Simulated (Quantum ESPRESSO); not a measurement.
# Planted mistakes on one cell of Al2ZnSiN4

These are calculations, not measurements. They come from pw.x of Quantum ESPRESSO 7.5, a plane-wave density functional program, with PseudoDojo standard norm-conserving files (v0.5 for PBE, v0.4.1 for LDA and PBEsol). The cells are made up: elements, strain and atom displacements were drawn at random, and nothing was relaxed. There is no spin polarisation, spin-orbit coupling or dispersion term.

The cell has 8 sites of a zincblende or diamond lattice. Sites 1 to 4 hold Al Zn Si Al; sites 5 to 8 hold N N N N. Cell vectors in Å: (4.325, 0.000, 0.000); (0.000, 4.325, 0.000); (0.000, 0.000, 4.325). Settings: PBE, cutoff 1143 eV, 4 x 4 x 4 k mesh shifted by half a step, Fermi-Dirac smearing of 0.025 eV.

The intended run has a self-consistency threshold of 1e-07 eV, a smearing term of 0.000 eV, a pressure of 13.41 GPa and 11 iterations. Each further run changes one thing: all lengths scaled by 1.0073; atoms of sites 2 and 3 exchanged; cutoff 829 eV; files of PBEsol; k mesh 2 x 2 x 2; one electron removed; smearing 0.62 eV; threshold 0.4 eV. A coarse mesh keeps the shift, and a charged cell sits in a uniform background.

```
run,change of free energy (eV),smearing term -TS (eV),change of P (GPa),largest change of a force component (eV/Å),iterations
A,0.941,0.000,-18.26,0.034,11
B,6.346,0.000,-4.93,0.211,11
C,-0.638,0.000,-1.47,6.086,12
D,-0.121,0.000,-5.06,0.239,11
E,-9.339,-0.018,-27.66,0.584,14
F,0.220,0.000,0.29,0.074,11
G,-0.125,-0.582,0.58,0.136,11
H,0.273,0.000,-2.62,0.557,3
```

A rerun of the intended cell at 1437 eV and k mesh 6 x 6 x 6 moved values by no more than 0.003 eV in the cell's energy, 0.02 GPa in stress and 0.002 eV/Å in force.

Question: which change belongs to which run?

## Worked reading

Run H has the fewest iterations, as a run stopped early does. Run G has the largest smearing term, as wide smearing gives. Run D changes the volume by a factor of 1.0221; minus its pressure change over the logarithm of that factor, 231 GPa, is a rough bulk modulus with clamped atoms. Energies from files of another functional, or of a charged cell, have another zero and say nothing on stability; the pressure of a charged cell rests on the program's zero of potential too.

## Key

| run | change |
| --- | --- |
| A | cutoff 829 eV |
| B | files of PBEsol |
| C | atoms of sites 2 and 3 exchanged |
| D | all lengths scaled by 1.0073 |
| E | one electron removed |
| F | k mesh 2 x 2 x 2 |
| G | smearing 0.62 eV |
| H | threshold 0.4 eV |